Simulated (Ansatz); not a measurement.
**HfMg₃ in the AuCu3-type structure**

The computed numbers are results of PBE, scalar-relativistic (no spin polarisation) in the plane-wave PAW code Ansatz at 420 eV, 8×8×8 k-mesh, Gaussian smearing of 0.05 eV. The datasets are Ansatz's generated set soft_2.

```yaml
crystal:
  lattice:
    - [4.43519, 0.00000, 0.00000]
    - [0.00000, 4.43519, 0.00000]
    - [0.00000, 0.00000, 4.43519]
  atoms:
    - { symbol: Hf, position: [0.00000, 0.00000, 0.00000] }
    - { symbol: Mg, position: [0.00000, 0.50000, 0.50000] }
    - { symbol: Mg, position: [0.50000, 0.50000, 0.00000] }
    - { symbol: Mg, position: [0.50000, 0.00000, 0.50000] }
```

This is a trial structure made by placing the elements on a prototype's sites, so it needn't be the stable form.

The cell is relaxed to zero pressure at this level.

The cell has space group Pm-3m (read at 0.01 Å). In it the stress is 0.00, 0.00, 0.00, 0.00, 0.00, 0.00 GPa and the largest force component 0.000 eV/Å. Each change below starts from this cell, without further relaxation. Stress is in GPa, positive in compression, in the order xx, yy, zz, yz, xz, xy; energies are counted from the cell above and are free energies with the smearing's entropy, which match forces and stress in a metal.

What happens when atom 3 (Mg) is moved by 0.08 Å along z?

The energy changes by 11.9 meV per cell, and the force on it along the shift is -0.297 eV/Å (−F/u = 3.72 eV/Å²). Stress: 0.05, 0.05, 0.01, 0.00, 0.00, 0.00.
```tsv
atom	Fx (eV/Å)	Fy	Fz
Hf1	0.000	0.000	0.072
Mg2	0.000	0.000	0.113
Mg3	0.000	0.000	-0.297
Mg4	0.000	0.000	0.113
```
In a harmonic crystal the energy would rise by −½F·u = ½ × 3.72 × 0.08² eV = 11.9 meV, which matches.

What happens when atom 4 (Mg) is moved by 0.12 Å along x?

The energy changes by 31.8 meV per cell, and the force on it along the shift is -0.532 eV/Å (−F/u = 4.43 eV/Å²). Stress: 0.12, 0.10, 0.21, 0.00, 0.00, 0.00.
```
atom  Fx (eV/Å)     Fy     Fz
 Hf1      0.336  0.000  0.000
 Mg2      0.169  0.000  0.000
 Mg3      0.026  0.000  0.000
 Mg4     -0.532  0.000  0.000
```
In a harmonic crystal the energy would rise by −½F·u = ½ × 4.43 × 0.12² eV = 31.9 meV, which matches.

What stress follows from an engineering strain of 1 % in xx, atoms carried along?

-0.47, -0.59, -0.59, 0.00, 0.00, 0.00 GPa; the energy changes by 1.3 meV per cell.
The stress across the strain changes more than along it (C12 over C11 with clamped atoms), which a stable cubic crystal can't show: the cell is unstable or the mesh too coarse.
The change of the stress over the strain gives a clamped-atom stiffness of about 46 GPa for this component, a secant value that lies under the elastic constant in tension and over it in compression, by several per cent for each per cent of strain.
In a harmonic crystal the energy would rise by V(½Cε² − σ₀ε), with σ₀ the stress of the unstrained cell, = 1.3 meV, which matches.

What stress follows from an engineering strain of -1 % in xy, atoms carried along?

0.01, 0.01, 0.00, 0.00, 0.00, 0.53 GPa; the energy changes by 1.4 meV per cell.
The change of the stress over the strain gives a clamped-atom stiffness of about 53 GPa for this component.
In a harmonic crystal the energy would rise by V(½Cε² − σ₀ε), with σ₀ the stress of the unstrained cell, = 1.4 meV, which matches.

All atoms and the cell are disturbed at random:
```xyz
4
Lattice="4.3709 0.0086 -0.0049 0.0086 4.3368 0.0573 -0.0049 0.0573 4.5092" Properties=species:S:1:pos:R:3 pbc="T T T"
Hf   -0.0069    0.0032    0.0065
Mg    0.0396    2.1396    2.2757
Mg    2.2009    2.1936    0.0604
Mg    2.1410    0.0662    2.2190
```
Give the energy change, the stress and the forces.

48.4 meV per cell; stress 1.45, 1.58, 1.09, -1.42, 0.11, -0.33 GPa.
```
atom  Fx (eV/Å)      Fy      Fz
 Hf1      0.006  -0.074  -0.105
 Mg2     -0.220   0.343   0.077
 Mg3     -0.040  -0.047  -0.195
 Mg4      0.254  -0.223   0.223
```

All atoms and the cell are disturbed at random:
```xyz
4
Lattice="4.4103 0.0422 -0.0559 0.0422 4.4121 -0.0020 -0.0559 -0.0020 4.4703" Properties=species:S:1:pos:R:3 pbc="T T T"
Hf    0.0050   -0.0423   -0.0118
Mg   -0.0531    2.2157    2.2695
Mg    2.2462    2.2614   -0.0542
Mg    2.1985    0.0174    2.2088
```
Give the energy change, the stress and the forces.

42.6 meV per cell; stress 0.36, 0.29, 0.42, 0.11, 1.28, -1.02 GPa.
```
atom  Fx (eV/Å)      Fy      Fz
 Hf1      0.024   0.402   0.169
 Mg2      0.225  -0.172  -0.213
 Mg3     -0.095  -0.279   0.120
 Mg4     -0.154   0.048  -0.076
```

Scalar-relativistic only: spin–orbit splittings of the heavy atoms' levels are missing.
